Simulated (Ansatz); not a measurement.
Ga (α-Ga), relaxed with r²SCAN+D4 (Ansatz, a first-principles code, plane waves, PAW): a = 4.441 Å, b = 7.554 Å, c = 4.498 Å, α = β = γ = 90.00°.

Q: The same phase is relaxed and computed with r²SCAN in the same code. What is the cell now?

A: a = 4.472 Å, b = 7.595 Å, c = 4.525 Å, α = β = γ = 90.00°.

All cells were relaxed under the symmetry of their starts (and spin orders); stability against distortions was not tested throughout. Scalar-relativistic: spin–orbit coupling is off unless named, which matters more the heavier the elements.

Potentials: the later of the program's two PAW sets.

Ansatz is a plane-wave DFT program.
